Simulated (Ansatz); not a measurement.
# Cs2PdI6: relaxation (Ansatz)

Run with:

```bash
ansatz run input.yaml --threads 2 --pin off --max-ram 3584MiB --backend cpu --events-out ev --progress --plain --runs-dir out
```

The input file (Ansatz 0.2.0, plane waves):

```yaml
crystal:
  lattice:
    - [-4.497463, 4.497463, 4.624074]
    - [4.497463, -4.497463, 4.624074]
    - [4.497463, 4.497463, -4.624074]
  atoms:
    - { symbol: Pd, position: [0.0, 0.0, 0.0] }
    - { symbol: Cs, position: [0.75, 0.25, 0.5] }
    - { symbol: Cs, position: [0.25, 0.75, 0.5] }
    - { symbol: I, position: [0.79379, 0.79379, 0.58758] }
    - { symbol: I, position: [0.79379, 0.20621, 0.0] }
    - { symbol: I, position: [0.20621, 0.20621, 0.41242] }
    - { symbol: I, position: [0.20621, 0.79379, 0.0] }
    - { symbol: I, position: [0.65006, 0.65006, 0.0] }
    - { symbol: I, position: [0.34994, 0.34994, 0.0] }
  symmetry: { tolerance: 0.0003 }
kpoints:
  mp_grid: { grid: [4, 4, 4], shift: [0, 0, 0] }
magnetization:
  spin_polarized: false
scf:
  occupations: { method: gaussian, width: 0.0648 }
  lower_state_search: "off"
hamiltonian:
  pseudopotentials: { kind: paw }
  xc: r2scan
basis:
  ecutwfc: 500
  fft_grid_basis: typed
relax:
  max_steps: 60
  cell: { p_target: 0.0 }
  f_tol: 0.03
output:
  forces: true
  stress: true
  eigenvalues: true
  bader: true
  populations: true
  elf: true
  write_potential: true
  volumetric_format: npy
  dos:
    e_range: [-12, 8]
    de: 0.05
    projected: { site_lists: { Cs: [Cs], I: [I], Pd: [Pd] } }
checkpoint:
  read: saved_state
```

Origin of the cell: a database entry, scaled a little.

The saved state is a converged single point of the same cell.

Output (shortened):

```
Pseudopotentials: kind: paw
Pseudopotential: Pd, paw, valence charge 18, recommended cutoff 500 eV (meta_gga), Pd.paw.azcp
Pseudopotential: Cs, paw, valence charge 9, recommended cutoff 500 eV (meta_gga), Cs.paw.azcp
Pseudopotential: I, paw, valence charge 17, recommended cutoff 500 eV (meta_gga), I.paw.azcp
Functional definition: r2SCAN
  exchange = r2scan_x(k0 = k0, k1 = k1, a1 = a1)
  correlation = r2scan_c
Crystal: 9 atoms, lattice volume = 374.128 Å³
Basis set: ecut = 500 eV, 9565 PW (Γ), exchange–correlation on 240×240×240 points (64 copies of the dense FFT grid, shifted against one another)
Bands: 83, of which v1, the nominal top of the filled ones, is band 69 counted from 1 (68 counted from 0)
Symmetry: 16 space group operations
[… 12 lines left out …]
Initial density: read from a saved state, or passed on in memory by an earlier SCF of this step, an earlier step, the calling program or the single point that the run made first
Functional: x = r2scan, c = r2scan; τ floored in thin density (d = 2e-4 eV/Å³)
SCF iter   1: F=-63534.019617 eV  HF=-63534.020178 eV  Δρ=8.83e-4  dr2=4.34e-3  dr2_τ=6.19e-4
SCF iter   2: F=-63534.021720 eV  HF=-63534.022895 eV  Δρ=6.70e-4  dr2=1.80e-3  dr2_τ=2.96e-4  defer=4
SCF iter   3: F=-63534.022853 eV  HF=-63534.022757 eV  Δρ=2.55e-4  dr2=1.93e-4  dr2_τ=3.59e-5  defer=4
SCF iter   4: F=-63534.022929 eV  HF=-63534.022927 eV  Δρ=4.06e-5  dr2=1.06e-5  dr2_τ=6.14e-7  defer=4
SCF iter   5: F=-63534.023127 eV  HF=-63534.023127 eV  Δρ=1.67e-5  dr2=1.03e-6  dr2_τ=8.07e-8  defer=4
SCF iter   6: F=-63534.023128 eV  HF=-63534.023128 eV  Δρ=3.40e-6  dr2=5.51e-8  dr2_τ=3.09e-9
relax step   1: F+E_penalty+E_count = -63534.023128 eV  Δ(F+E_penalty+E_count) = +0.000e0 eV  max|allowed force component| = 4.297e-1 eV/Å  Δτ_max = 0.0000 Å  P = +0.800 GPa  Ω = 374.128 Å³ […]
relax step   2: F+E_penalty+E_count = -63534.060168 eV  Δ(F+E_penalty+E_count) = -3.704e-2 eV  max|allowed force component| = 4.338e-2 eV/Å  Δτ_max = 0.0324 Å  P = +0.046 GPa  Ω = 382.298 Å³ […]
relax step   3: F+E_penalty+E_count = -63534.062581 eV  Δ(F+E_penalty+E_count) = -2.413e-3 eV  max|allowed force component| = 8.709e-3 eV/Å  Δτ_max = 0.0115 Å  P = -0.009 GPa  Ω = 384.489 Å³ […]
relax step   4: F+E_penalty+E_count = -63534.063126 eV  Δ(F+E_penalty+E_count) = -5.449e-4 eV  max|allowed force component| = 1.083e-2 eV/Å  Δτ_max = 0.0034 Å  P = -0.035 GPa  Ω = 384.592 Å³ […]
relax step   5: F+E_penalty+E_count = -63534.063327 eV  Δ(F+E_penalty+E_count) = -2.007e-4 eV  max|allowed force component| = 5.552e-3 eV/Å  Δτ_max = 0.0024 Å  P = -0.009 GPa  Ω = 384.052 Å³ […]
relax step   6: F+E_penalty+E_count = -63534.065084 eV  Δ(F+E_penalty+E_count) = -1.757e-3 eV  max|allowed force component| = 5.458e-3 eV/Å  Δτ_max = 0.0000 Å  P = -0.007 GPa  Ω = 384.052 Å³  stress off target by 6.88e-3 GPa […]
SCF 6 converged in 6 iterations: F = -63534.065084 eV  dr2 = 8.95e-11
basis re-selected at this cell: Δ(F+E_penalty+E_count) = -1.757e-3 eV, ΔP = +0.003 GPa vs the last step (what re-selecting the basis moved, of the pressure what is left beyond the Pulay corre […]
SCF converged after 6 iterations
Free energy (F): -63534.065084 eV
Harris-Foulkes:  -63534.065084 eV  (|F-HF|=1.75e-10)
Internal energy: -63534.065084 eV  (E = F + TS)
E sigma→0 (E₀):  -63534.065084 eV
Fermi energy:    4.962878 eV
--- Per-component energies (eV) ---
  E_band       = -2933.238713
  E_kinetic    = 1929.423414
  E_local      = -18361.100564  (includes V_loc(G=0)·N_el)
  E_nonlocal   = -269.088847
  E_hartree    = 8990.090378
  E_xc         = -1209.805838
  E_vxc        = -1344.544901  (∫ρ·V_xc dr)
  E_paw        = -42988.395164  (= ΣΔE_a)
  E_vpaw       = -2947.735974  (= ΣTr[D̂ρ^β])
  E_aug_tail   = -0.000065  (compensation charges beyond the density's cutoff)
  E_vtau       = 79.627376  (kinetic-family band-sum trace: ∫τ·v_τ [+ j·A + Jᵃ·Aᵃ] dr)
  E_ewald      = -11625.274388
  E_core_change = 0.085990  (= ΣΔE_core)
  E_smearing   = -0.000000  (= −TS)
  Σ components = -63534.065084   (vs F -63534.065084, Δ=0.00e0)
--- Forces (eV/Å), atoms counted from 1 ---
  atom   1  Pd    -0.000000     0.000000     0.000000
  atom   2  Cs     0.000000    -0.000000     0.000000
  atom   3  Cs    -0.000000    -0.000000    -0.000000
  atom   4  I     -0.001369    -0.001369     0.000000
  atom   5  I      0.001369    -0.001369    -0.000000
  atom   6  I      0.001369     0.001369    -0.000000
  atom   7  I     -0.001369     0.001369     0.000000
  atom   8  I     -0.000000    -0.000000     0.005458
  atom   9  I      0.000000     0.000000    -0.005458
  max |Σ_I F_I| component: 1.95e-18 eV/Å
--- Stress (GPa, compression-positive) ---
       -0.006629       0.000000       0.000000
        0.000000      -0.006629      -0.000000
        0.000000      -0.000000      -0.006878
  P = ⅓ Tr σ = -0.0067 GPa (-0.067 kbar)
--- Relaxed structure (5 steps of the walk, 5 accepted, 1 SCFs on fresh bases) ---
  F+E_penalty+E_count = -63534.065084 eV   max|allowed force component| = 5.458e-3 eV/Å   (the final SCF, on the basis selected at the relaxed cell)
  cell:  # Å, volume = 384.0523 Å³
    - [-4.562870, 4.562870, 4.611626]
    - [4.562870, -4.562870, 4.611626]
    - [4.562870, 4.562870, -4.611626]
  atoms:
    - { symbol: Pd, position: [0.0, 0.0, 0.0] }
    - { symbol: Cs, position: [0.75, 0.250000, 0.5] }
    - { symbol: Cs, position: [0.250000, 0.75, 0.5] }
    - { symbol: I, position: [0.794524, 0.794524, 0.589049] }
    - { symbol: I, position: [0.794524, 0.205476, 0.0] }
    - { symbol: I, position: [0.205476, 0.205476, 0.410951] }
    - { symbol: I, position: [0.205476, 0.794524, 0.0] }
    - { symbol: I, position: [0.654953, 0.654953, 0.0] }
    - { symbol: I, position: [0.345047, 0.345047, 0.0] }
--- Löwdin populations: 9 sites ---
  site symbol       q [e]
     0     Pd     17.1344
     1     Cs      8.2865
     2     Cs      8.2865
     3      I     17.4191
     4      I     17.4191
     5      I     17.4191
     6      I     17.4191
     7      I     17.0925
     8      I     17.0925
  spilling = 0.003126 (of n_electrons = 138.000000)
--- Bader charges: 9 sites ---
  site symbol  charge [e]  shift [e]
     0     Pd      0.2014     0.0066
     1     Cs      0.8397     0.0000
     2     Cs      0.8397     0.0000
     3      I     -0.4032     0.0017
     4      I     -0.4032     0.0017
     5      I     -0.4032     0.0017
     6      I     -0.4032     0.0017
     7      I     -0.1339     0.0000
     8      I     -0.1339     0.0000
  estimated error of the sums over rays = 5.3e-4 e
```

The starting structure.

Space group I4/mmm (No. 139); the run's cell has a = 7.864 Å, b = 7.864 Å, c = 7.864 Å, α = 110.23°, β = 110.23°, γ = 107.96°. Shortest distances: I–Pd 2.62 Å, I–I 2.78 Å.

The relaxed structure.

Space group I4/mmm (No. 139); the run's cell has a = 7.931 Å, b = 7.931 Å, c = 7.931 Å, α = 109.76°, β = 109.76°, γ = 108.90°. Shortest distances: I–Pd 2.65 Å, I–I 2.86 Å.

| Quantity | Value |
| --- | --- |
| Free energy lowered by | 4.7 meV/atom |
| Volume change | 2.65 % |
| Final pressure | -0.01 GPa |
| Relaxation steps listed | 6 |
| Formation energy (elements under the same functional, gases as molecules, uncorrected) | -0.925 eV/atom |

Caveats: no spin-orbit coupling, though heavy elements are present; the relaxation held the start's symmetry, so the end may be a saddle point.

It ran for 3.9 min on 2 threads of Arm Neoverse V1, on a shared host, peak memory 1.8 GiB, from a saved density.
